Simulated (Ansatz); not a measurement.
Here is the system:

Sc3InN:
```
CELL_PARAMETERS angstrom
      4.41551     0.00000     0.00000
      0.00000     4.41551     0.00000
      0.00000     0.00000     4.41551
ATOMIC_POSITIONS crystal
  In 0.00000 0.00000 0.00000
  N  0.50000 0.50000 0.50000
  Sc 0.50000 0.50000 0.00000
  Sc 0.00000 0.50000 0.50000
  Sc 0.50000 0.00000 0.50000
```

This is the PBEsol-relaxed structure.

Task: All from PBEsol (plane waves, PAW; program Ansatz), unless another level is named. Predict the Young's modulus.

Result: 212 GPa.

Task: Next, the elastic constants (relaxed ions, GPa)?

Result: C11 = 233, C12 = 55.8, C44 = 89.1.

Space group Pm-3m (anti-perovskite). The workflow started from an entry of the Crystallography Open Database (COD). Its standing as an ambient phase is unchecked. The cell was relaxed with PBEsol under the symmetry of its start; whether a distortion lowers the energy is not shown. No spin polarisation was allowed. With an odd number of electrons in the cell and no spin polarisation, the count alone makes it a metal. As this level gives no gap, shear constants depend on the k-mesh and smearing (Fermi–Dirac, 0.1 eV here).

Potentials: the later of the program's two PAW sets.
